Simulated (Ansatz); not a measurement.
Relaxed CsSnI$_{3}$ (cubic perovskite):

```
CsSnI3
1.0
    6.27133     0.00000     0.00000
    0.00000     6.27133     0.00000
    0.00000     0.00000     6.27133
Cs Sn I
1 1 3
Direct
  0.00000   0.00000   0.00000
  0.50000   0.50000   0.50000
  0.00000   0.50000   0.50000
  0.50000   0.50000   0.00000
  0.50000   0.00000   0.50000
```

Scan: atom 5 (I, nearest neighbour Sn at 3.136 Å; its periodic images, 6.3 Å or more away, move with it) is displaced along Cartesian x, direction (1.000, 0.000, 0.000) in Cartesian axes, by s. The other atoms stay.

All values below come from PBE (plane waves to 420 eV, PAW, scalar-relativistic; Ansatz, a first-principles code). k mesh 5×5×5 (Γ-centred), Fermi-Dirac smearing 0.05 eV. The energy includes the smearing's −TS. Compression counts positive. CsSnI3 was relaxed with its symmetry unable to fall. Spin-orbit coupling is left out, though I is heavy. This is a high-temperature form of CsSnI3. ΔE is measured from the undisplaced structure.

Question: Give the computed ΔE (meV/cell) and P (GPa) at s (Å) = -0.940, -0.376, 0.188, 0.376, 0.564, 0.752.

Answer: 
| s (Å) | ΔE (meV/cell) | P (GPa) |
|---|---|---|
| -0.940 | 211.8 | 0.20 |
| -0.376 | 26.8 | 0.03 |
| 0.188 | 6.5 | 0.01 |
| 0.376 | 26.8 | 0.03 |
| 0.564 | 63.5 | 0.06 |
| 0.752 | 122.4 | 0.12 |

(For displaced atoms, the force is minus the slope of the energy, and its curvature is a force constant, which sets phonon frequencies.)
